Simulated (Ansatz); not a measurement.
## Pressure against volume in AlGa2N3

The cell was found from a structure generator's guess, not taken from experiment.

Level of theory: DFT PBE, scalar-relativistic, plane waves, PAW (Ansatz 0.2.0). Plane waves to 420 eV, a 12×12×12 mesh through Γ for the 6-atom cell and 0.02 eV Gaussian smearing; no spin polarisation.

```cif
data_structure
_symmetry_space_group_name_H-M 'I-4m2'
_symmetry_Int_Tables_number 119
_cell_length_a 3.1846
_cell_length_b 3.1846
_cell_length_c 13.4716
_cell_angle_alpha 90.000
_cell_angle_beta 90.000
_cell_angle_gamma 90.000
_cell_volume 136.63
loop_
_atom_site_label
_atom_site_type_symbol
_atom_site_symmetry_multiplicity
_atom_site_Wyckoff_symbol
_atom_site_fract_x
_atom_site_fract_y
_atom_site_fract_z
_atom_site_occupancy
Al1 Al 2 b 0.50000 0.50000 0.00000 1
Ga1 Ga 4 e 0.50000 0.50000 0.33539 1
N1 N 4 f 0.50000 0.00000 0.42152 1
N2 N 2 c 0.00000 0.50000 0.25000 1
```

The cell was set to several volumes, with shape and atoms relaxed at each where symmetry leaves them free. Pressure is positive in compression, and energies count from the lowest row.

```tsv
row	V (Å³/atom)	P (GPa)	ΔE (meV/atom)	gap on mesh (eV)
1	10.019	29.96	114.3	3.13
2	10.361	20.61	60.7	2.90
3	10.703	?	?	?
4	11.044	5.82	6.0	2.45
5	11.386	-0.01	0.0	2.24
6	11.727	-4.98	5.5	2.04
7	12.069	-9.22	20.7	1.85
8	12.524	-13.92	53.8	1.60
```

Q: Find B = −V·ΔP/ΔV from rows 4 and 6 and from rows 1 and 2, and from the two its slope B′ and its value B0 at zero pressure.

A: Rows 4 and 6 give −(11.044 + 11.727)/2 × (-4.98 − (5.82))/(11.727 − 11.044) = 180.0 GPa at a mean pressure of 0.42 GPa. Rows 1 and 2 give −(10.019 + 10.361)/2 × (20.61 − (29.96))/(10.361 − 10.019) = 278.6 GPa at a mean pressure of 25.29 GPa. So B′ = (278.6 − 180.0)/(25.29 − (0.42)) = 3.96 and B0 = 180.0 − 3.96 × (0.42) = 178.3 GPa. A third-order Birch–Murnaghan fit to all the energies gives B0 = 178.9 GPa and B′ = 4.2.

Q: Estimate the pressure and energy of row 3.

A: From row 5, V0 = 11.386 × (1 + (-0.01)/178.3) = 11.385 Å³/atom. Murnaghan's form P = (B0/B′)·[(V0/V)^B′ − 1] gives (178.3/3.96) × [(11.385/10.703)^3.96 − 1] = 12.48 GPa; the computed pressure is 12.63 GPa, so the estimate is off by -0.15 GPa. The work of compression from row 4, with the mean of the two pressures, gives ΔE = 6.0 + (12.48 + 5.82)/2 × (11.044 − 10.703)/160.2 × 1000 = 25.5 meV/atom (1 eV/Å³ = 160.2 GPa); the computed value is 25.5 meV/atom.

Q: Fit the gap against pressure through the other rows and estimate it at the computed pressure of row 3.

A: Over the 7 rows the mean pressure is 4.0371 GPa and the mean gap is 2.316 eV. The sums of products of deviations are S_xx = 1546 and S_xy = 52.85, so the slope is 52.85/1546 = 0.03418 (r = 0.99, rms misfit 0.06 eV). At 12.63 GPa the line gives 2.316 + (0.03418) × (12.63 − 4.0371) = 2.61 eV. The computed value is 2.67 eV, so the line is off by -0.06 eV, less than the largest miss among the fitted rows (0.10 eV).

Kohn–Sham gaps at this level usually fall short of measured ones. All volumes keep the k mesh of the relaxed cell. A later test with randomly moved atoms came back to the same energy, though modes that don't fit the test's cell weren't probed.
